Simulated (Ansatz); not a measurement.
Relaxed-ion elastic tensor of AlNi (CsCl type, space group No. 221) in GPa (Voigt order), PBEsol (plane waves, PAW; program Ansatz); density 6.07 g/cm³, 11.73 Å³ per atom.

```json
[
 {"": "1", "1": "224", "2": "147", "3": "147", "4": "0.0", "5": "0.0", "6": "0.0"},
 {"": "2", "1": "147", "2": "224", "3": "147", "4": "0.0", "5": "0.0", "6": "0.0"},
 {"": "3", "1": "147", "2": "147", "3": "224", "4": "0.0", "5": "0.0", "6": "0.0"},
 {"": "4", "1": "0.0", "2": "0.0", "3": "0.0", "4": "128", "5": "0.0", "6": "0.0"},
 {"": "5", "1": "0.0", "2": "0.0", "3": "0.0", "4": "0.0", "5": "128", "6": "0.0"},
 {"": "6", "1": "0.0", "2": "0.0", "3": "0.0", "4": "0.0", "5": "0.0", "6": "128"}
]
```

Task: Is the crystal mechanically stable?

Result: Yes: the smallest eigenvalue of C is 76.7 GPa.

Task: Work out the Voigt, Reuss and Hill averages.

Result: K_V = 173, K_R = 173, K_H = 173; G_V = 92.2, G_R = 66.2, G_H = 79.2 GPa.

Task: Give Young's modulus, Poisson's ratio, Pugh's ratio and the universal anisotropy index.

Result: E = 9KG/(3K + G) = 206 GPa; ν = 0.30; K/G = 2.18 (ductile by the Pugh limit of 1.75); A_U = 5G_V/G_R + K_V/K_R − 6 = 1.97.

Task: Estimate the sound speeds and the Debye temperature.

Result: v_l = √((K + 4G/3)/ρ) = 6780 m/s, v_t = √(G/ρ) = 3610 m/s, mean 4040 m/s; Θ = (h/k)(3n/4πV)^(1/3) v_m = 529 K.

Task: Give the Zener ratio and Young's modulus along [100], [110] and [111].

Result: A = 2C44/(C11 − C12) = 3.34; 1/E = S11 − 2(S11 − S12 − S44/2)Γ with Γ = 0, 1/4, 1/3 gives 107, 210, 308 GPa.

Task: Solve the Christoffel equation for the three sound speeds along [100], [110], [111].

Result: Eigenvalues of C_ijkl n_j n_l equal ρv². In km/s, slowest first: [100] 4.60, 4.60, 6.08; [110] 2.51, 4.60, 7.19; [111] 3.35, 3.35, 7.53.

Space group Pm-3m (CsCl type). The PBEsol relaxation kept the symmetry of its start; of distortions, only those at the zone centre were tested. The workflow began spin-polarised and lost its moments. As this level gives no gap, shear constants depend on the k-mesh and smearing (Fermi–Dirac, 0.1 eV here).

Potentials: the later of the program's two PAW sets.
